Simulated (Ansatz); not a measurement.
ZrS₂:
```xyz
3
Lattice="3.6804 0.0000 0.0000 -1.8402 3.1873 0.0000 0.0000 0.0000 5.9335" Properties=species:S:1:pos:R:3 pbc="T T T"
Zr     0.0000     0.0000     0.0000
S      0.0000     2.1249     1.4383
S      1.8402     1.0624     4.4951
```

Relaxed with r²SCAN+D4.

### Question
Give the Bader charges and basin volumes of the independent atoms, r²SCAN+D4 (plane waves, PAW; program Ansatz).

### Answer


```tsv
atom	Bader charge (e)	Bader volume (Å³)
Zr1	+2.20	12.3
S2	-1.10	28.7
```

Space group P-3m1 (CdI2 type). The cell was relaxed with r²SCAN+D4 under the symmetry of its start. No spin polarisation was allowed.

Potentials: the later of the program's two PAW sets.
